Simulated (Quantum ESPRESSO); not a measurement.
Si3O4FN, convergence and cost over cutoff and k mesh

Computed values, not a measurement. The program is pw.x of Quantum ESPRESSO 7.5 (plane-wave density functional theory). The cell is made up: 9 atoms on a quartz lattice, with randomly drawn elements, strain and displacements, not relaxed. PseudoDojo standard norm-conserving files (v0.5 for PBE, v0.4.1 for LDA and PBEsol) set the functional; there is no spin polarisation, spin-orbit coupling or dispersion term, and the masses in the input are unused placeholders.

Input of the run in row 4:

```
&control calculation='scf', pseudo_dir='./dojo.nc.sr.pbe.v0_5.standard.upf', outdir='./o', disk_io='medium', tprnfor=.true., tstress=.true. /
&system ibrav=0, nat=9, ntyp=4, nbnd=30, ecutwfc=84.00895049, nosym=.true., tot_charge=0,
 occupations='smearing', smearing='fd', degauss=0.0018374661
/
&electrons conv_thr=7.350e-09, electron_maxstep=60, /
ATOMIC_SPECIES
F 1.0 F.upf
N 1.0 N.upf
O 1.0 O.upf
Si 1.0 Si.upf
CELL_PARAMETERS angstrom
4.8846 -0.0262 -0.0589
-2.465 4.2943 0.0494
-0.0646 0.0253 5.3638
ATOMIC_POSITIONS angstrom
Si 2.3216 -0.003 3.4573
Si -1.2404 2.0892 1.7722
Si 1.3238 2.2033 -0.0038
O 1.3211 1.1585 4.21
O 3.2948 0.5866 2.4053
F 2.6748 2.491 0.5694
O 0.2275 1.7719 1.1146
O -1.1323 3.1421 2.9463
N 0.6678 3.7587 4.7346
K_POINTS automatic
5 5 4 1 1 1
```

The same cell was run at these settings. Meshes are shifted by half a step, and differences are from the last row, which is itself not exact.

```
cutoff (eV)     k mesh  k points solved  threshold (eV)  free energy less the last row's (eV)  pressure (GPa)  largest stress difference (GPa)  largest force difference (eV/Å)  iterations  wall time (s)  k-point pools              processor
        800  2 x 2 x 2                4           1e-04                                 0.903            5.72                             9.37                            0.032           9             26              1  AMD EPYC, Zen 5 class
       1143  1 x 1 x 1                1           1e-07                                -0.168           15.41                             1.59                            0.898          11             26              1  AMD EPYC, Zen 5 class
        683  5 x 5 x 4               50           1e-07                                 3.760          -11.80                            27.08                            0.062          12            203              1  AMD EPYC, Zen 5 class
       1143  5 x 5 x 4               50           1e-07                                 0.002           14.99                             0.02                            0.002          12            374              1  AMD EPYC, Zen 5 class
       1437  7 x 7 x 6              147           1e-07                                 0.000           15.00                             0.00                            0.000          12           2714              1  AMD EPYC, Zen 5 class
```

Each pool is one process. Wall times include start-up and a band step at six k points, which weighs most on the coarsest meshes. The runs were on shared virtual cores whose load varied, so times are rough.